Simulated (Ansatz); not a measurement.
Relaxed candidate structures of Ti₃AlC:

A. R-3, hexagonal axes (No. 148), hR10; a = 5.243 Å, b = 5.243 Å, c = 19.847 Å, α = 90.00°, β = 90.00°, γ = 120.00°; C 6c (0.000, 0.000, 0.338); Ti 18f (0.345, 0.008, 0.057); Al 6c (0.000, 0.000, 0.164)

B. Amm2 (No. 38), oS10; a = 3.075 Å, b = 6.490 Å, c = 7.069 Å, α = 90.00°, β = 90.00°, γ = 90.00°; Ti 2b (0.500, 0.500, 0.881); Ti 4d (0.000, 0.282, 0.175); Al 2b (0.500, 0.500, 0.460); C 2b (0.500, 0.500, 0.173)

C. P4/mmm (No. 123), tP5; a = b = 4.189 Å, c = 4.015 Å, α = β = γ = 90.00°; Al 1a (0.000, 0.000, 0.000); C 1b (0.000, 0.000, 0.500); Ti 1c (0.500, 0.500, 0.000); Ti 2e (0.000, 0.500, 0.500)

Problem. Order them by energy per atom (lowest first) at the level PBEsol (plane waves to 420 eV, PAW, scalar-relativistic; Ansatz, a program for electronic structure).

Solution. B (reference), A (+0.09 eV/atom), C (+0.20 eV/atom)

The lowest structure calculated, Pm-3m, cP5, anti-perovskite type, is not among these; it lies 0.21 eV/atom below the lowest of them. Each run could gain symmetry but not lose that of its start, so entries can be saddle points. All of these are generated cells (placed on structure types, drawn at random, substituted or restacked) that were not matched to a known phase here. Energies are at zero temperature and pressure, without zero-point motion. No spin polarisation in the result.
